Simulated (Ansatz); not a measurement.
## Structures of SrMo₂: which is lowest?

Plane-wave DFT in Ansatz with scalar-relativistic PAW potentials, cutoff 420 eV, Γ-centred meshes chosen by cell and gap, Gaussian smearing with energies taken to zero width. Every cell was relaxed (cell and atoms) in a run of its own, within the symmetry of its start. Functional: PBE.

Relaxed structures (starts from databases or built by putting these elements on another compound's sites):
A. Pnnm, 6 atoms in the computed cell, a = 3.182 Å, b = 7.912 Å, c = 5.989 Å; sites (symmetry × multiplicity) Sr ..2/m × 2, Mo ..m × 4; start: built
B. R3m, 3 atoms in the computed cell, a = 3.312 Å, c = 22.056 Å; sites (symmetry × multiplicity) Sr 3m × 3, Mo 3m × 3 + 3m × 3; start: built

Question: Rank them by energy. Could pressure change the order?

Answer:
| structure | group | E − E(lowest) (meV/atom) | V (Å³/atom) | gap on mesh (eV) |
| --- | --- | --- | --- | --- |
| B | R3m | 0.0 | 23.29 | 0.00 |
| A | Pnnm | 219 | 25.13 | 0.00 |

B is lowest, 219 meV/atom under A. The lowest is also the densest of these, so pressure wouldn't bring one of the others in at first order. Other structures may lie lower than all of these, and vibrations aren't counted.